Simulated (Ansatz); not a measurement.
Here is the system:

ZnS:
```xyz
16
Lattice="3.8084 0.0000 0.0000 -1.9042 3.2982 0.0000 0.0000 0.0000 24.9348" Properties=species:S:1:pos:R:3 pbc="T T T"
Zn     0.0000     2.1988     3.1182
Zn     0.0000     0.0000     0.0067
Zn     1.9042     1.0994    15.5810
Zn     1.9042     1.0994    21.8246
Zn     0.0000     0.0000    18.7030
Zn     0.0000     2.1988     9.3527
Zn     0.0000     0.0000    12.4642
Zn     1.9042     1.0994     6.2351
S      1.9042     1.0994     8.5731
S      1.9042     1.0994    24.1618
S      0.0000     2.1988     5.4520
S      0.0000     0.0000    14.7979
S      0.0000     0.0000     2.3400
S      0.0000     0.0000    21.0400
S      0.0000     2.1988    11.6860
S      1.9042     1.0994    17.9187
```

This is the r²SCAN-relaxed structure. Cartesian axes are those of the cell as given.

Q: All from plane-wave PAW r²SCAN (Ansatz code), unless another level is named. Estimate the HSE06 gap on the r²SCAN cell.

A: 3.41 eV.

Q: Next, the hole effective mass, band 1 of 2 at the edge?

A: 1.6 along x, 1.5 along z (mₑ).

Q: What about the valence-band maximum?

A: at Γ.

Q: Predict the weight of the valence-edge state by species (Voronoi cells).

A: S 77 %, Zn 23 %.

Space group P3m1. The workflow started from a Materials Project entry (that database holds measured and hypothetical structures alike); the Crystallography Open Database files this formula in space group No. 156, but the cells were not matched. It is not the phase usual at ambient conditions (space group No. 186, 216). The r²SCAN relaxation kept the symmetry of its start; its stability against distortions is not shown here.

Potentials: the later of the program's two PAW sets.
